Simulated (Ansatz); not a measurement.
All numbers below come from Ansatz 0.2.0, DFT PBE, scalar-relativistic, plane waves, PAW. All cells share a 420 eV cutoff and Γ-centred k meshes spaced at most about 0.3 Å⁻¹ (about 0.25 or finer for metals, 2π included). No spin polarisation in the final relaxations.

All energies are static (0 K, no zero-point motion). All come from trial cells, and lower structures may exist.

Problem. These unrelaxed guesses for KHf3O2 are each relaxed within their symmetry. Order them by the energy at which they end, lowest first.
A.

```
K Hf O
1.0
     3.50659    0.00000    0.00000
     0.00000    3.50659    0.00000
     0.00000    0.00000   11.10368
K Hf O
1 3 2
Direct
  0.00000 0.00000 0.00000
  0.50000 0.50000 0.17872
  0.50000 0.50000 0.50000
  0.50000 0.50000 0.82128
  0.00000 0.00000 0.33344
  0.00000 0.00000 0.66656
```

B.

```
K Hf O
1.0
     4.18441    0.00000    0.00000
    -2.09220    3.62380    0.00000
     0.00000    0.00000    8.82970
K Hf O
1 3 2
Direct
  0.00000 0.00000 0.00000
  0.00000 0.00000 0.26738
  0.00000 0.00000 0.73262
  0.00000 0.00000 0.50000
  0.33333 0.66667 0.86807
  0.66667 0.33333 0.13193
```

C.

```
K Hf O
1.0
     2.03796    1.17662    7.59356
    -2.03796    1.17662    7.59356
     0.00000   -2.35323    7.59356
K Hf O
1 3 2
Direct
  0.50000 0.50000 0.50000
  0.00000 0.00000 0.00000
  0.36647 0.36647 0.36647
  0.63353 0.63353 0.63353
  0.74597 0.74597 0.74597
  0.25403 0.25403 0.25403
```

Solution. B (ends in P-3m1, 0 meV/atom), A (ends in P4/mmm, 177 meV/atom), C (ends in R-3m, 0.56 eV/atom).

Spin–orbit coupling, which can matter for Hf, is left out. In P-3m1, P4/mmm, R-3m an odd number of electrons in the primitive cell allows no gap without spin; a larger cell or a magnetic state could open one. A magnetic state wasn't ruled out in cells without spin, among them P4/mmm, R-3m. Cells relaxed within their symmetry can be saddle points. Some types were kept out of the candidates beforehand, so the set may lack a known form.
